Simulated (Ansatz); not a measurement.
Computed properties of WN2

WN₂:
```xyz
6
Lattice="-2.9928 2.9928 4.2332 2.9928 -2.9928 4.2332 2.9928 2.9928 -4.2332" Properties=species:S:1:pos:R:3 pbc="T T T"
W      0.0000     0.0000     4.2332
W      2.9928     0.0000     2.1166
N     -0.0034     1.4964     5.2915
N      1.4964     0.0034     3.1749
N      2.9962     1.4964     1.0583
N      1.4964     2.9895    -1.0583
```

Space group Fd-3m (No. 227); conventional cell a = b = c = 8.4655 Å, α = β = γ = 90.00°.

Method: DFT-LDA in the program Ansatz with PAW potentials. Geometry: relaxed at this level of theory. Other levels are named where they apply.

### Cell and energy

```yaml
volume_per_atom: 25.28 Å³
density: 4.64 g/cm³
Formation energy from the elements (no fitted shifts): -0.31 eV/atom
```

### Electronic structure

```yaml
band_gap: 0.71 eV (smallest direct gap 0.72 eV)
valence_band_maximum: at N
conduction_band_minimum: at Γ
```

### Dielectric response

```yaml
Electronic dielectric constant ε∞ (DFPT): 10.3
Static dielectric constant ε0 (ions relaxed, cell fixed): 24.1
Born charges (a third of the trace): W +10.44, N -5.22 e
```

### Phonons

```yaml
Highest zone-centre frequency (without LO–TO term): 1251 cm⁻¹
zone_centre_stability: no imaginary mode at Γ
dynamical_stability_on_the_path: stable (no imaginary branch)
zero_point_energy: 74.2 meV/atom
Vibrational entropy at 300 K: 22.6 J/(K·mol of atoms)
```

The workflow started from a Materials Project entry (that database holds measured and hypothetical structures alike); the Crystallography Open Database copy checked does not list it. Its standing as an ambient phase is unchecked. The LDA relaxation kept the symmetry of its start. The run is not spin-polarised. Point labels and valley counts follow the cell and symmetry of the run, lower than the named group. The references are the lowest solids computed at this level, not always the standard phases (solids in place of the gases). Spin–orbit coupling is left out wherever it is not named.

Potentials: the later of the program's two PAW sets.
